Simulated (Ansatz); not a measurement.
Method: Ansatz 0.2.0, DFT PBE, scalar-relativistic, plane waves, PAW. Settings: cutoff 420 eV, Γ-centred meshes spaced at most about 0.3 Å⁻¹, and about 0.25 Å⁻¹ or finer for metals (2π included), Gaussian smearing. No spin polarisation in the final relaxations.

These are static total energies at zero pressure.

Two forms of SnTe3As were relaxed alike.

A.

```xyz
10
Lattice="7.2955 0.0000 0.0000 -3.6478 6.3181 0.0000 0.0000 0.0000 6.6336" Properties=species:S:1:pos:R:3 pbc="T T T"
Sn    3.6478    2.1060    1.6584
Sn    0.0000    4.2121    4.9752
Te    1.9702    1.1375    4.9752
Te    1.6776    5.1806    1.6584
Te    5.3254    1.1375    4.9752
Te   -1.6776    5.1806    1.6584
Te    3.6478    4.0432    4.9752
Te    0.0000    2.2750    1.6584
As    0.0000    0.0000    3.3168
As    0.0000    0.0000    0.0000
```

B.

```xyz
5
Lattice="5.4670 0.0000 0.0000 0.0000 5.4670 0.0000 0.0000 0.0000 5.4670" Properties=species:S:1:pos:R:3 pbc="T T T"
Sn    0.0000    0.0000    0.0000
Te    0.0000    2.7335    2.7335
Te    2.7335    0.0000    2.7335
Te    2.7335    2.7335    0.0000
As    2.7335    2.7335    2.7335
```

Problem. Which would you expect to be lower, and how large is the difference?

Solution. A is lower, by 152 meV/atom. A has space group P6_3/mmc (No. 194), 30.6 Å³/atom and no gap on its mesh; B has the antiperovskite type, space group Pm-3m (No. 221), 32.7 Å³/atom and no gap. The denser one is the lower, and pressure would at first widen the difference. Even the lower one lies +0.17 eV/atom against the reference forms of the elements (uncorrected), so neither is stable at this level. In A, around Sn lie 12 Te at 3.65–3.84 Å; around Te lie 2 As at 2.82 Å, 2 Te at 3.36 Å and 4 Sn at 3.65–3.84 Å; around As lie 6 Te at 2.82 Å and 2 As at 3.32 Å. In B, around Sn lie 12 Te at 3.87 Å; Te is surrounded by 2 As at 2.73 Å, 4 Sn at 3.87 Å and 8 Te at 3.87 Å; As is surrounded by 6 Te at 2.73 Å. Both come from invented guesses. A third cell relaxed alike, in P4mm, lies 50 meV/atom below the lower of the two.

Spin–orbit coupling, which can matter for Te, is left out. In Pm-3m an odd number of electrons in the primitive cell allows no gap without spin; a larger cell or a magnetic state could open one. A magnetic state wasn't ruled out in cells without spin, among them Pm-3m. Cells relaxed within their symmetry can be saddle points.
